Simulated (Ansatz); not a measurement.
The calculation used Ansatz 0.2.0, DFT PBE, scalar-relativistic, plane waves, PAW. Settings: cutoff 420 eV, Γ-centred meshes spaced at most about 0.3 Å⁻¹, and about 0.25 Å⁻¹ or finer for metals (2π included), Gaussian smearing. Collinear spin in cells that started with moments and kept them past the coarse steps, no spin elsewhere.

Temperature and zero-point effects are left out. All come from trial cells, and lower structures may exist.

**Question.** Which of these relaxed structures of Cu2NiO3 is the lowest in energy?
A.

```xyz
6
Lattice="5.2492 0.0000 0.0000 -2.6246 4.5460 0.0000 0.0000 0.0000 2.6988" Properties=species:S:1:pos:R:3 pbc="T T T"
Cu    0.0000    3.0306    0.0000
Cu    2.6246    1.5153    0.0000
Ni    0.0000    0.0000    0.0000
O     2.6246    0.0000    1.3494
O    -1.3123    2.2730    1.3494
O     1.3123    2.2730    1.3494
```

B.

```xyz
6
Lattice="2.6235 0.0000 0.0000 0.0000 2.6235 0.0000 0.0000 0.0000 7.9404" Properties=species:S:1:pos:R:3 pbc="T T T"
Cu    1.3118    1.3118    2.6749
Cu    1.3118    1.3118    5.2655
Ni    1.3118    1.3118    0.0000
O     0.0000    0.0000    6.7176
O     0.0000    0.0000    1.2228
O     0.0000    0.0000    3.9702
```

**Answer.** B. It has Cu and Ni ordered on caesium chloride sites, space group P4/mmm (No. 123); the next, A, with space group P6/mmm (No. 191), lies 211 meV/atom higher. Largest moments: B 1.4 μB, A 1.1 μB. Counting O atoms around Cu and Ni (those within 1.25 times the shortest such distance or 1.15 times the sum of covalent radii; the shortest distance is added where it exceeds 1.18 times the sum of covalent radii), the lowest has Cu 8, Ni 8 and the next has Cu 6, Ni 12 from 3.0 Å.

In such compounds of Cu and Ni a zero gap at this level may well be an artefact, since no Hubbard U is applied. Another magnetic order may lie lower. Cells relaxed within their symmetry can be saddle points. Some structure types and database cells were kept out of the candidates from the start, so a known form may be missing.
